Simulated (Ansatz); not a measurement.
**NaMgCu₂H₂Se₂O₁₀, one structure, two calculations**

Cell: a Materials Project structure (computed, not necessarily an observed phase).

```cif
data_structure
_symmetry_space_group_name_H-M 'P 1'
_symmetry_Int_Tables_number 1
_cell_length_a 5.9917
_cell_length_b 6.0126
_cell_length_c 7.7248
_cell_angle_alpha 69.010
_cell_angle_beta 69.184
_cell_angle_gamma 61.660
_cell_volume 222.79
loop_
_atom_site_label
_atom_site_type_symbol
_atom_site_fract_x
_atom_site_fract_y
_atom_site_fract_z
_atom_site_occupancy
Na1 Na 0.49149 0.50850 0.50012 1
Mg2 Mg 0.29965 0.70016 0.00067 1
Cu3 Cu 0.96663 0.44166 0.01580 1
Cu4 Cu 0.55667 0.03376 0.98418 1
H5 H 0.26468 0.28016 0.22560 1
H6 H 0.71881 0.73681 0.77441 1
Se7 Se 0.89995 0.91135 0.31608 1
Se8 Se 0.08879 0.09983 0.68375 1
O9 O 0.85234 0.83330 0.14211 1
O10 O 0.16824 0.14565 0.85806 1
O11 O 0.77391 0.77047 0.52885 1
O12 O 0.22850 0.22668 0.47080 1
O13 O 0.23185 0.78488 0.26210 1
O14 O 0.78821 0.23499 0.27914 1
O15 O 0.76425 0.21261 0.72019 1
O16 O 0.21514 0.76886 0.73815 1
O17 O 0.29920 0.33752 0.08432 1
O18 O 0.66253 0.70196 0.91566 1
```

Atom numbers follow the list; atoms alike are taken as one site, whose name carries the number of the first.

First run. Method: Kohn–Sham DFT in Ansatz, PBE, plane waves and PAW, scalar-relativistic, 420 eV cutoff, Γ-centred 6×6×5 k-points, Fermi–Dirac smearing 0.05 eV.

```tsv
site	atom	V_zz (10²¹ V/m²)	η
Cu3	3	6.06	0.74
Cu4	4	6.11	0.77
H5	5	3.17	0.02
H6	6	3.18	0.03
Se7	7	-3.38	0.74
Se8	8	-3.32	0.79
O9	9	16.70	0.28
O11	11	18.47	0.13
O13	13	16.90	0.16
O14	14	17.91	0.14
O15	15	17.88	0.13
O16	16	16.93	0.16
O17	17	7.38	0.84
O18	18	7.41	0.87
```

Second run. The same atoms and settings, except that the functional is r2SCAN, the cutoff is 500 eV and the mesh is 7×7×5.

Q: What does the second run give?

A: 

```
site  atom   V_zz     η  change of V_zz
 Cu3     3   6.23  0.70           +0.17
 Cu4     4   6.23  0.73           +0.12
  H5     5   3.09  0.03           -0.08
  H6     6   3.10  0.03           -0.08
 Se7     7  -3.86  0.79           -0.48
 Se8     8  -3.81  0.83           -0.49
  O9     9  17.37  0.25           +0.67
 O11    11  19.17  0.13           +0.70
 O13    13  17.66  0.15           +0.76
 O14    14  18.67  0.11           +0.76
 O15    15  18.64  0.11           +0.76
 O16    16  17.69  0.15           +0.76
 O17    17   7.89  0.79           +0.51
 O18    18   7.91  0.81           +0.50
```

The largest change of V_zz is on O13, from 16.90 to 17.66. In per cent, |V_zz| changes by +2 to +3 on Cu, -3 on H, +14 to +15 on Se, +4 to +7 on O (all sites that start above 2). The table leaves out 3 of the 17 sites, with |V_zz| up to 17.41; their tensors move by 0.68 at most along any direction. The statements above cover all sites.

Semilocal functionals can leave a metal where correlation in the d or f shell opens a gap in the real compound, and that would change the values at and beside Cu.
For the first run: The largest force is 0.3 eV/Å, so the atoms aren't at the calculated equilibrium and relaxing them would move these values.
For the second run: At this cell the r2SCAN pressure is -6 GPa, so with r2SCAN the cell would shrink if it were relaxed. The entry's cell may itself be off. The largest force is 1.1 eV/Å, so the atoms aren't at the calculated equilibrium and relaxing them would move these values.
